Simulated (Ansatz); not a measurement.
YAu: tetragonal deformation path

These are results of Ansatz 0.2.0, DFT PBEsol, scalar-relativistic, plane waves, PAW, not measurements. Cutoff 420 eV, Γ-centred 16×16×16 k-points, Gaussian smearing of 0.15 eV. Spin–orbit coupling is left out, which can shift energies with elements as heavy as these. No spin polarisation. Energies are free energies at this smearing, counted from the undisturbed cell; pressure is positive in compression.

The undisturbed cell (as given, not relaxed at this level; it stands at -0.7 GPa, and it needn't be the usual structure):

```
Y Au
1.0
     3.55900    0.00000    0.00000
     0.00000    3.55900    0.00000
     0.00000    0.00000    3.55900
Y Au
1 1
Direct
  0.50000 0.50000 0.50000
  0.00000 0.00000 0.00000
```

At fixed volume and fractional coordinates, lengths along (0.000, 0.000, 1.000) are scaled against those across it; ρ is that ratio over its starting value. The cell is metallic on the mesh throughout.

| ρ | ΔE (meV/atom) |
| --- | --- |
| 0.650 | 584.3 |
| 0.707 | 353.3 |
| 0.780 | 181.3 |
| 0.850 | 79.8 |
| 0.920 | 21.6 |
| 0.960 | 5.6 |
| 1.000 | 0.0 |
| 1.050 | 7.0 |
| 1.100 | 23.6 |
| 1.200 | 79.1 |
| 1.300 | 147.4 |
| 1.414 | 239.1 |
| 1.500 | 317.9 |

Q: Predict the pressure (GPa) at each point.

A:
| ρ | pressure (GPa) |
| --- | --- |
| 0.650 | 1.2 |
| 0.707 | -0.9 |
| 0.780 | -1.4 |
| 0.850 | -1.1 |
| 0.920 | -0.8 |
| 0.960 | -0.7 |
| 1.000 | -0.7 |
| 1.050 | -0.7 |
| 1.100 | -0.9 |
| 1.200 | -1.4 |
| 1.300 | -2.3 |
| 1.414 | -3.2 |
| 1.500 | -3.7 |